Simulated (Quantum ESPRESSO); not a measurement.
## RuIn5ReHf (a guest atom moved from site to site)

A calculation, not a measurement. The program is pw.x of Quantum ESPRESSO 7.5 (plane-wave density functional theory). The cell is made up: eight metal atoms on a face-centred cubic lattice, with elements, volume, strain and displacements drawn at random and not relaxed, so it may be unstable or far from any real phase. PseudoDojo standard norm-conserving files set the functional (PBE unless stated); there is no spin polarisation or spin-orbit coupling, the Fermi-Dirac width of 0.25 eV means electrons at about 2900 K, and the masses in the input are unused placeholders. Heavy elements are run without spin-orbit coupling, which real alloys of them have. A spin test at this wide smearing found no moment, but such smearing suppresses magnetism that the real alloy may have.

The runs move one Ru atom among sites that otherwise hold In. Cell, positions, cutoff, mesh and smearing stay as in the input of run 1; sites are counted in its order. Stress in the tables is positive in tension.

Input of run 1:

```
&control calculation='scf', pseudo_dir='./dojo.nc.sr.pbe.v0_5.standard.upf', outdir='./o', disk_io='minimal', tprnfor=.true., tstress=.true. /
&system ibrav=0, nat=8, ntyp=4, nbnd=66, ecutwfc=84.00895049, nosym=.true., tot_charge=0,
 occupations='smearing', smearing='fd', degauss=0.0183746611
/
&electrons conv_thr=1.470e-08, electron_maxstep=70, mixing_beta=0.5 /
ATOMIC_SPECIES
Hf 1.0 Hf.upf
In 1.0 In.upf
Re 1.0 Re.upf
Ru 1.0 Ru.upf
CELL_PARAMETERS angstrom
2.2139 4.462 2.1926
2.1842 -4.4784 2.2551
4.4908 0.0461 -4.5403
ATOMIC_POSITIONS angstrom
Ru 0.0976 0.0377 0.0873
In 2.2609 0.1044 -2.2855
In 2.0962 -2.2562 0.0131
Re 4.4826 -2.2245 -2.3058
Hf 2.3032 2.275 -0.0929
In 4.3996 2.277 -2.2722
In 2.2082 -0.0465 2.1369
In 4.4142 0.101 -0.0649
K_POINTS automatic
5 5 4 1 1 1
```

| run | elements on sites 1 to 8 | free energy less that of run 1 (eV) | -TS (eV) | pressure (GPa) | stress xx (GPa) | stress yy (GPa) | stress zz (GPa) | stress yz (GPa) | stress xz (GPa) | stress xy (GPa) | iterations |
| --- | --- | --- | --- | --- | --- | --- | --- | --- | --- | --- | --- |
| 1 | Ru In In Re Hf In In In | 0.000 | -1.505 | -8.11 | 9.01 | 5.83 | 9.50 | -0.16 | -0.10 | 0.88 | 14 |
| 2 | In Ru In Re Hf In In In | -0.055 | -1.465 | -8.28 | 8.95 | 6.16 | 9.74 | 0.34 | -0.04 | 1.75 | 12 |
| 3 | In In Ru Re Hf In In In | 0.175 | -1.638 | -8.01 | 8.31 | 6.86 | 8.87 | -0.24 | 1.30 | 0.10 | 14 |
| 4 | In In In Re Hf Ru In In | 0.152 | -1.630 | -7.85 | 8.57 | 5.85 | 9.13 | -0.62 | -1.91 | 0.43 | 12 |
| 5 | In In In Re Hf In In Ru | -0.072 | -1.471 | -8.29 | 9.23 | 6.24 | 9.39 | -1.94 | 0.01 | -1.04 | 12 |

Forces Fx Fy Fz (eV/Å):

```
site             run 1              run 2              run 3             run 4              run 5
   1  -0.13 0.13 -0.40  -0.94 -0.03 -0.19  -0.38 -0.23 -0.64   -1.33 0.09 0.28  -0.87 -0.06 -0.28
   2  0.23 -0.34 -0.35    -0.17 0.15 0.11  -0.31 -0.26 -0.04  0.73 -0.24 -0.86   0.12 -0.32 -0.30
   3   -0.06 0.16 0.53   0.92 -0.15 -0.27   -0.37 -0.12 0.11   0.37 -0.01 0.12   0.81 -0.18 -0.42
   4   0.14 0.08 -0.11   -0.21 -0.05 0.18    0.29 0.10 -0.28   0.08 0.06 -0.03   -0.25 -0.05 0.11
   5   -1.21 0.11 0.85   -0.13 0.18 -0.37    -0.35 0.33 0.66  -0.03 0.33 -0.28   0.10 -0.06 -0.14
   6   0.92 0.21 -0.82    0.12 0.31 -0.01    0.57 0.41 -0.37   -0.33 0.12 0.29     0.22 0.34 0.05
   7   -0.47 0.10 0.60    -0.14 0.05 0.92     0.29 0.08 0.44   -0.60 0.07 1.40    -0.09 0.11 0.83
   8  0.58 -0.45 -0.30   0.55 -0.46 -0.37    0.26 -0.32 0.12  1.11 -0.43 -0.92    -0.04 0.23 0.15
```

The sites are displaced and not relaxed, so the energy differences mix bonding between neighbours with strain and are not ordering energies. A rerun of one cell of this series at a higher cutoff and on a denser mesh moved values by no more than 0.004 eV in energy, 0.03 GPa in stress and 0.003 eV/Å in force, and a second program with other atomic files agreed on that cell to 2 % rms in force and 0.5 GPa in pressure.